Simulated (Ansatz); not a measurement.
SiB:
Space group P6₃mc (No. 186); a = b = 3.174 Å, c = 5.836 Å, α = β = 90.00°, γ = 120.00°

| atom | site | symmetry | x | y | z |
|---|---|---|---|---|---|
| Si | 2b | 3m. | 0.3333 | 0.6667 | 0.3571 |
| B | 2b | 3m. | 0.3333 | 0.6667 | 0.0179 |

Relaxed with r²SCAN.

Which orbitals make up the states near the Fermi level in r²SCAN in the plane-wave PAW code Ansatz?

Within 0.5 eV of the Fermi level: B 2p 60 %, Si 3p 35 %. Projections are on Löwdin-orthogonalised atomic valence shells; empty p or d shells of many metals are not among them.

Tabulate the density of states.

States/eV per cell of 4 atoms, in 0.25 eV bins, energy from the Fermi level.

| E (eV) | total | B 2p | Si 3p | B 2s |
|---|---|---|---|---|
| -7.85 | 0.67 | 0.13 | 0.16 | 0.19 |
| -7.60 | 0.99 | 0.20 | 0.27 | 0.27 |
| -7.35 | 0.86 | 0.17 | 0.25 | 0.24 |
| -7.10 | 0.38 | 0.09 | 0.13 | 0.09 |
| -6.85 | 0.66 | 0.22 | 0.22 | 0.10 |
| -6.60 | 1.03 | 0.34 | 0.32 | 0.17 |
| -6.35 | 1.45 | 0.47 | 0.44 | 0.25 |
| -6.10 | 1.31 | 0.42 | 0.40 | 0.24 |
| -5.85 | 1.02 | 0.33 | 0.32 | 0.18 |
| -5.60 | 0.90 | 0.30 | 0.29 | 0.16 |
| -5.35 | 0.84 | 0.29 | 0.27 | 0.15 |
| -5.10 | 0.82 | 0.29 | 0.26 | 0.14 |
| -4.85 | 0.90 | 0.33 | 0.29 | 0.14 |
| -4.60 | 1.17 | 0.47 | 0.42 | 0.15 |
| -4.35 | 1.29 | 0.54 | 0.49 | 0.14 |
| -4.10 | 1.40 | 0.61 | 0.53 | 0.14 |
| -3.85 | 1.26 | 0.55 | 0.47 | 0.13 |
| -3.60 | 1.05 | 0.47 | 0.40 | 0.09 |
| -3.35 | 1.26 | 0.58 | 0.48 | 0.11 |
| -3.10 | 1.47 | 0.69 | 0.55 | 0.12 |
| -2.85 | 1.44 | 0.70 | 0.55 | 0.10 |
| -2.60 | 1.42 | 0.70 | 0.54 | 0.09 |
| -2.35 | 1.64 | 0.83 | 0.62 | 0.10 |
| -2.10 | 1.65 | 0.85 | 0.63 | 0.09 |
| -1.85 | 1.96 | 1.04 | 0.75 | 0.09 |
| -1.60 | 2.21 | 1.20 | 0.84 | 0.09 |
| -1.35 | 2.28 | 1.26 | 0.86 | 0.07 |
| -1.10 | 2.50 | 1.41 | 0.96 | 0.06 |
| -0.85 | 2.07 | 1.17 | 0.77 | 0.05 |
| -0.60 | 1.83 | 1.05 | 0.67 | 0.05 |
| -0.35 | 1.61 | 0.95 | 0.58 | 0.04 |
| -0.10 | 1.48 | 0.88 | 0.51 | 0.03 |
| 0.15 | 1.24 | 0.74 | 0.43 | 0.03 |
| 0.40 | 1.12 | 0.68 | 0.38 | 0.02 |
| 0.65 | 1.06 | 0.66 | 0.35 | 0.02 |
| 0.90 | 1.00 | 0.64 | 0.31 | 0.02 |
| 1.15 | 0.84 | 0.55 | 0.25 | 0.01 |
| 1.40 | 0.72 | 0.48 | 0.20 | 0.01 |
| 1.65 | 0.55 | 0.38 | 0.14 | 0.01 |
| 1.90 | 0.43 | 0.31 | 0.10 | 0.00 |
| 2.15 | 0.35 | 0.26 | 0.07 | 0.00 |
| 2.40 | 0.32 | 0.23 | 0.08 | 0.00 |
| 2.65 | 0.28 | 0.19 | 0.07 | 0.00 |
| 2.90 | 0.21 | 0.11 | 0.07 | 0.00 |
| 3.15 | 0.18 | 0.07 | 0.09 | 0.00 |
| 3.40 | 0.31 | 0.10 | 0.13 | 0.03 |
| 3.65 | 0.91 | 0.25 | 0.30 | 0.15 |
| 3.90 | 1.09 | 0.30 | 0.36 | 0.17 |
| 4.15 | 1.13 | 0.29 | 0.38 | 0.18 |
| 4.40 | 0.95 | 0.21 | 0.32 | 0.17 |
| 4.65 | 1.12 | 0.21 | 0.36 | 0.22 |

Space group P6_3mc (wurtzite). The first step of the workflow began from a Materials Project structure, measured or hypothetical; the Crystallography Open Database copy checked does not list it. Its standing as an ambient phase is unchecked. The r²SCAN relaxation kept the symmetry of its start. At this level the phase is mechanically unstable. Its formation energy is positive at this level, so the cell may be metastable or incomplete.

Potentials: the later of the program's two PAW sets.
